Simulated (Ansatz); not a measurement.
ZrO₂ (tetragonal-ZrO2 type, space group P4_2/nmc)

```
ZrO2
1.0
    3.58446     0.00000     0.00000
    0.00000     3.58446     0.00000
    0.00000     0.00000     5.17872
Zr O
2 4
Cartesian
  0.00000   0.00000   0.00000
  1.79223   1.79223   2.58936
  0.00000   1.79223   1.04173
  0.00000   1.79223   3.63109
  1.79223   0.00000   1.54763
  1.79223   0.00000   4.13699
```

Two coordinates are scanned: the volume, and the ratio of the stretch along z (the conventional c axis) to the stretch across it. Atoms keep their fractional coordinates.

Level of theory: PBEsol (plane waves to 420 eV, PAW, scalar-relativistic; Ansatz, a quantum-chemistry and plane-wave program). k mesh 9×9×7 (Γ-centred), Fermi-Dirac smearing 0.05 eV. E stands for the smeared free energy. As the atoms are clamped, bonds stretch with the cell, which overstates energies and stresses. The PAW data are Ansatz's earlier set. This is a high-temperature form of ZrO2. ZrO2 is run without spin polarisation. ZrO2 was relaxed with its symmetry unable to fall. ΔE is measured from the relaxed starting cell.

```
ΔE (meV/atom)         V/V₀ = 0.920  V/V₀ = 0.947  V/V₀ = 0.973  V/V₀ = 1.000  V/V₀ = 1.027  V/V₀ = 1.053  V/V₀ = 1.080
--------------------  ------------  ------------  ------------  ------------  ------------  ------------  ------------
(c/a)/(c/a)₀ = 0.960          72.1          37.3             …          13.4          20.4          37.9          64.6
(c/a)/(c/a)₀ = 0.973          65.9          30.6          11.3           5.8          12.5          29.6          56.0
(c/a)/(c/a)₀ = 0.987          62.9          27.1             …           1.4           7.7          24.4          50.4
(c/a)/(c/a)₀ = 1.000          63.0          26.6           6.3           0.0           5.8          22.2             …
(c/a)/(c/a)₀ = 1.013          65.9          29.0           8.2           1.4           6.7          22.7             …
(c/a)/(c/a)₀ = 1.027          71.6          34.1          12.8           5.4          10.3          25.9          50.6
(c/a)/(c/a)₀ = 1.040          79.8          41.7          19.9             …          16.5          31.5          55.9
```

Problem. Complete the blanks.

Solution. 
- (c/a)/(c/a)₀ = 0.960, V/V₀ = 0.973: 18.4
- (c/a)/(c/a)₀ = 0.987, V/V₀ = 0.973: 7.3
- (c/a)/(c/a)₀ = 1.000, V/V₀ = 1.080: 47.8
- (c/a)/(c/a)₀ = 1.013, V/V₀ = 1.080: 47.9
- (c/a)/(c/a)₀ = 1.040, V/V₀ = 1.000: 12.0

(A scan under strain: stresses follow from slopes of the energy per volume, elastic moduli from its curvatures.)
